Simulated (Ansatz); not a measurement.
# Is this Ru₂Rh structure a true minimum?

The structure comes from a generated guess, relaxed at this level; another structure or a mixture of phases may lie lower.

Theory: DFT PBE, scalar-relativistic, plane waves, PAW (Ansatz 0.2.0). Cutoff 420 eV; k points 18×18×4 on the computed 6-atom cell (Γ-centred); Gaussian smearing, width 0.10 eV; no spin polarisation.

The cell below (6 atoms, space group P6_3/mmc (No. 194)) is relaxed within its symmetry.

```
Ru Rh
1.0
     2.72414    0.00000    0.00000
    -1.36207    2.35917    0.00000
     0.00000    0.00000   12.94428
Ru Rh
4 2
Direct
  0.33333 0.66667 0.58064
  0.66667 0.33333 0.08064
  0.33333 0.66667 0.91936
  0.66667 0.33333 0.41936
  0.33333 0.66667 0.25000
  0.66667 0.33333 0.75000
```

For the test a repeat of it with 12 atoms (edges 2.72, 4.72, 12.94 Å) was strained at random (σ = 1.5 % a component), the atoms were moved at random (σ = 0.15 Å), and all was relaxed again on a coarse 8×6×2 mesh (in the run’s order of axes) with 0.20 eV smearing, with no symmetry imposed.

**Question.** Is the structure stable against such a distortion?

**Answer.** It returns, within 1 meV/atom of the unmoved cell on that mesh and with the same symmetry when read at 0.1 Å. So it is stable against the distortions that fit this cell and that this random move excites. Modes that don't fit the cell aren't tested.
